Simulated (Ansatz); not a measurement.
MgAu4Se4Cl4O12 — Cl-37 nuclear quadrupole resonance

Cell: a computed structure from the Materials Project (it need not be an observed phase), taken as it stands.

```
Mg Se Au Cl O
1.0
     4.85217    0.00000    0.00000
     0.51828   10.07073    0.00000
     0.00684    1.08150   11.09284
Mg Se Au Cl O
1 4 4 4 12
Direct
  0.21270 0.86944 0.12756
  0.72918 0.83273 0.32565
  0.09420 0.72577 0.88166
  0.80009 0.29792 0.07521
  0.36581 0.15572 0.72756
  0.00243 0.57776 0.17072
  0.91151 0.01219 0.96746
  0.99211 0.41581 0.80805
  0.07721 0.99214 0.51475
  0.31115 0.49934 0.67338
  0.74536 0.47562 0.32097
  0.30016 0.17535 0.43317
  0.85846 0.80391 0.59423
  0.56330 0.89975 0.19895
  0.69445 0.34864 0.92867
  0.01919 0.74901 0.25450
  0.03352 0.16447 0.06257
  0.07195 0.40668 0.09388
  0.82075 0.83774 0.89873
  0.21961 0.69521 0.03888
  0.02691 0.23401 0.74847
  0.92942 0.96765 0.34426
  0.88436 0.59482 0.87264
  0.44901 0.08461 0.86477
  0.22049 0.00871 0.68044
```

Atoms are numbered from 1 in the order listed; like atoms form one site, named after its first atom.

Method: Kohn–Sham DFT in Ansatz, r2SCAN, plane waves and PAW, scalar-relativistic, 500 eV cutoff, Γ-centred 7×4×3 k-points, Fermi–Dirac smearing 0.05 eV.

Cl-37: I = 3/2, Q = -63.93 mb (year-2017 value). Static lattice, zero field.

(1) At which frequencies do the Cl-37 NQR lines lie?

(2) And for ³⁵Cl (I = 3/2, Q = -81.12 mb) on Cl11?

Answers

(1) For I = 3/2 there is one line, ν = (|C_Q|/2)(1 + η²/3)^½.

```
site  atoms  V_zz (10²¹ V/m²)  C_Q (MHz)     η  line frequencies (MHz)
Cl10     10              30.5      -47.1  0.01                    23.6
Cl11     11              32.5      -50.3  0.02                    25.1
Cl12     12              29.9      -46.2  0.02                    23.1
Cl13     13              26.1      -40.3  0.12                    20.2
```

(2) C_Q scales with Q to -63.8 MHz, with lines at 31.9 MHz.

At Cl10, Cl11, Cl12 and Cl13 V_zz points along its bond to Au (within 3°) in each case.

The largest force is 1.2 eV/Å, so the atoms aren't at the calculated equilibrium and relaxing them would move these values. Without spin–orbit coupling the gradients at and beside Au can be off by some per cent, at some sites by more.
